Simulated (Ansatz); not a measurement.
Relaxed AlNi (CsCl type):

```xyz
2
Lattice="2.8927 0.0000 0.0000 0.0000 2.8927 0.0000 0.0000 0.0000 2.8927" Properties=species:S:1:pos:R:3 pbc="T T T"
Al     0.0000     0.0000     0.0000
Ni     1.4463     1.4463     1.4463
```

Level of theory: PBE (plane waves to 420 eV, PAW, scalar-relativistic; Ansatz, a program for electronic structure). k mesh 13×13×13 (Γ-centred), Fermi-Dirac smearing 0.05 eV. With partly filled bands, energies and forces of such displacements shift with the k mesh and the smearing. AlNi is run without spin polarisation. AlNi was relaxed with its symmetry unable to fall. The PAW data are Ansatz's earlier set.

One atom of the cell was then moved (with its periodic images), all else fixed, and the forces (eV/Å) came out as:

```csv
atom,Fx,Fy,Fz
Al1,0.938,0.938,0.938
Ni2,-0.938,-0.938,-0.938
```

With two atoms only their relative shift counts; take Al1 as fixed.

**Question.** Which atom was moved, and by which vector (Å)?

**Answer.** Ni2, by (0.14, 0.14, 0.14), 0.25 Å in all.

(A displaced cell: forces are minus the slopes of the energy, force constants its curvatures, and phonons follow from these.)
